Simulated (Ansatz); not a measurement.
Relaxed Bi$_{2}$Se$_{3}$ (Bi2Te3 type, space group R-3m):

```xyz
5
Lattice="2.0407 1.1782 9.2219 -2.0407 1.1782 9.2219 0.0000 -2.3564 9.2219" Properties=species:S:1:pos:R:3 pbc="T T T"
Bi     0.0000     0.0000    11.1175
Bi     0.0000     0.0000    16.5481
Se     0.0000     0.0000     0.0000
Se     0.0000     0.0000     5.7494
Se     0.0000     0.0000    21.9163
```

In this cell atom 1 (Bi, nearest neighbour Se at 2.835 Å; its periodic images, 4.1 Å or more away, move with it) is moved by s along Cartesian [111], unit vector (0.577, 0.577, 0.577); all other atoms and the cell stay fixed.

These are PBEsol-D3(BJ) (plane waves to 420 eV, PAW, scalar-relativistic; Ansatz, a program for electronic structure) values and carry that method's errors. k mesh 8×8×8 (Γ-centred), Fermi-Dirac smearing 0.05 eV. Energies are smeared free energies. With partly filled bands, energies and forces of such displacements shift with the k mesh and the smearing. At this level the bands of Bi2Se3 touch or barely overlap; measurements give the solid a gap. Bi2Se3 was relaxed with its symmetry unable to fall. Spin-orbit coupling is left out, though Bi is heavy. The zero of ΔE is the undisplaced structure. The last digit holds for this mesh only.

| s (Å) | ΔE (meV/cell) |
|---|---|
| -0.570 | 837.3 |
| -0.456 | 529.2 |
| -0.342 | 296.6 |
| -0.228 | 132.5 |
| -0.114 | 33.6 |
| 0.000 | 0.0 |
| 0.114 | 35.6 |
| 0.228 | 148.3 |
| 0.342 | 349.5 |
| 0.456 | 653.3 |
| 0.570 | 1074.3 |

**Question.** What force constant k = d²E/ds² at s = 0 does the table give?

**Answer.** 5.3 eV/Å². It is the second difference of the nearest points, corrected with the next pair.

**Question.** With k = 5.30 eV/Å² from the forces, is the well harmonic out to s = 0.570 Å?

**Answer.** ½ks² = 861 meV/cell against the computed 1074 meV/cell, so the well is stiffer than harmonic there.

(A displaced cell: forces are minus the slopes of the energy, force constants its curvatures, and phonons follow from these.)
